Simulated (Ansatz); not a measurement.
**Profile along the Sc–Sc line in Sc (fcc, Cu type)**

Sc (fcc, Cu type), conventional cell a = b = c = 4.553 Å, α = β = γ = 90.00°. The calculation uses the primitive cell of 1 atom, to which meshes and values per cell refer.

Fields along a shortest Sc–Sc line of a {110} plane (3.22 Å), from Sc to Sc, interpolated on the slice's grid (step about 0.2 Å). Level of theory: PBEsol (plane waves to 420 eV, PAW, scalar-relativistic; Ansatz, an electronic-structure program). k mesh 18×18×18. Near the nuclei the fields are pseudised (PAW); where an atom keeps semicore shells as valence, they peak there. Sc is run without spin polarisation. Sc was relaxed with its symmetry unable to fall. This is one of several known forms of Sc; the measured ambient cells at hand have space group No. 194.

```csv
distance from Sc (Å),valence electron density (e/Å³),electron localisation function
0.00,7.43,x
0.32,6.64,x
0.64,2.61,0.73
0.97,0.42,0.25
1.29,0.14,0.11
1.61,0.12,0.24
1.93,0.14,0.11
2.25,0.42,0.25
2.58,2.61,0.73
2.90,6.64,x
3.22,7.43,x
```

x: too close to a nucleus for the ELF to mean much.

Density on the Sc–Sc line (3.22 Å) at its midpoint: 0.12 e/Å³. ELF at that point: 0.24.
